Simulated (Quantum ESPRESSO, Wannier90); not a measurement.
# Wannierisation of ZrO$_{2}$ (P4₂/nmc)

```xyz
6
Lattice="3.6002 0.0000 0.0000 0.0000 3.6002 0.0000 0.0000 0.0000 5.2252" Properties=species:S:1:pos:R:3 pbc="T T T"
Zr     0.0000     0.0000     0.0000
Zr     1.8001     1.8001     2.6126
O      0.0000     1.8001     1.5768
O      0.0000     1.8001    -1.0358
O      1.8001     0.0000     1.0358
O      1.8001     0.0000    -1.5768
```

Structure: Materials Project mp-2574, symmetrised, not relaxed again. COD (Crystallography Open Database) has the formula in 4 space groups, this one among them (matched by group alone). Computed values, not measurements, from PBEsol: Quantum ESPRESSO (norm-conserving PseudoDojo potentials, cutoff 68 Ry, spinors with spin-orbit coupling) on a Γ-centred 6×6×4 mesh, then Wannier90. Density: 8×8×6 mesh, cold smearing 0.01 Ry.

A tight-binding model is made by disentanglement and projection with no localisation steps (num_iter = 0), so the 44 orbitals stay atom-like: hydrogen-like Zr: d; O: p, axes along x, y, z; frozen window up to 5.50 eV relative to the valence-band maximum. It follows pw.x to 0.4 meV rms for states up to 5.0 eV relative to the valence-band maximum. Matrix elements depend on this choice of orbitals and windows.

The 20 largest hoppings ⟨m,0|H|n,R⟩ between different sites (one of each Hermitian pair; signs follow the real orbitals' lobes; the list may end inside a set of equal values):

| m | n | R | distance of the centres (Å) | t (eV) | Im t (eV) |
|---|---|---|---|---|---|
| O3 px↑ | Zr2 dxz↑ | 0 0 0 | 2.10 | -2.074 | 0.000 |
| O3 px↓ | Zr2 dxz↓ | 0 0 0 | 2.10 | -2.074 | 0.000 |
| O4 py↑ | Zr1 dyz↑ | 0 0 0 | 2.10 | -2.074 | 0.000 |
| O4 py↓ | Zr1 dyz↓ | 0 0 0 | 2.10 | -2.074 | 0.000 |
| O5 px↑ | Zr1 dxz↑ | 0 0 0 | 2.10 | 2.074 | 0.000 |
| O5 px↓ | Zr1 dxz↓ | 0 0 0 | 2.10 | 2.074 | 0.000 |
| Zr2 dyz↑ | O6 py↑ | 0 0 1 | 2.10 | 2.074 | 0.000 |
| Zr2 dyz↓ | O6 py↓ | 0 0 1 | 2.10 | 2.074 | 0.000 |
| O4 py↑ | Zr1 dyz↑ | 0 1 0 | 2.10 | -2.074 | 0.000 |
| O4 py↓ | Zr1 dyz↓ | 0 1 0 | 2.10 | -2.074 | 0.000 |
| Zr2 dyz↑ | O6 py↑ | 0 1 1 | 2.10 | 2.074 | 0.000 |
| Zr2 dyz↓ | O6 py↓ | 0 1 1 | 2.10 | 2.074 | 0.000 |
| Zr2 dxz↑ | O3 px↑ | 1 0 0 | 2.10 | -2.074 | 0.000 |
| Zr2 dxz↓ | O3 px↓ | 1 0 0 | 2.10 | -2.074 | 0.000 |
| O5 px↑ | Zr1 dxz↑ | 1 0 0 | 2.10 | 2.074 | 0.000 |
| O5 px↓ | Zr1 dxz↓ | 1 0 0 | 2.10 | 2.074 | 0.000 |
| O3 pz↑ | Zr2 dx2-y2↑ | 0 0 0 | 2.08 | -1.327 | 0.000 |
| O3 pz↓ | Zr2 dx2-y2↓ | 0 0 0 | 2.08 | -1.327 | 0.000 |
| O4 pz↑ | Zr1 dx2-y2↑ | 0 0 0 | 2.08 | 1.327 | 0.000 |
| O4 pz↓ | Zr1 dx2-y2↓ | 0 0 0 | 2.08 | 1.327 | 0.000 |
